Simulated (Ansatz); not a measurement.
Ag$_{2}$O:
```yaml
crystal:
  lattice:
    - [4.79040, 0.00000, 0.00000]
    - [0.00000, 4.79040, 0.00000]
    - [0.00000, 0.00000, 4.79040]
  atoms:
    - { symbol: Ag, position: [0.75000, 0.75000, 0.75000] }
    - { symbol: Ag, position: [0.75000, 0.25000, 0.25000] }
    - { symbol: Ag, position: [0.25000, 0.25000, 0.75000] }
    - { symbol: Ag, position: [0.25000, 0.75000, 0.25000] }
    - { symbol: O, position: [0.00000, 0.00000, 0.00000] }
    - { symbol: O, position: [0.50000, 0.50000, 0.50000] }
```

Relaxed with HSE06.

**Question.** Give the Bader charges and basin volumes of the independent atoms, HSE06 (plane waves, PAW; program Ansatz).

**Answer.** 

| atom | Bader charge (e) | Bader volume (Å³) |
|---|---|---|
| Ag1 | +0.52 | 21.5 |
| O5 | -1.04 | 11.9 |

Space group Pn-3m. The HSE06 relaxation kept the symmetry of its start. No spin polarisation was allowed.

Potentials: the later of the program's two PAW sets.
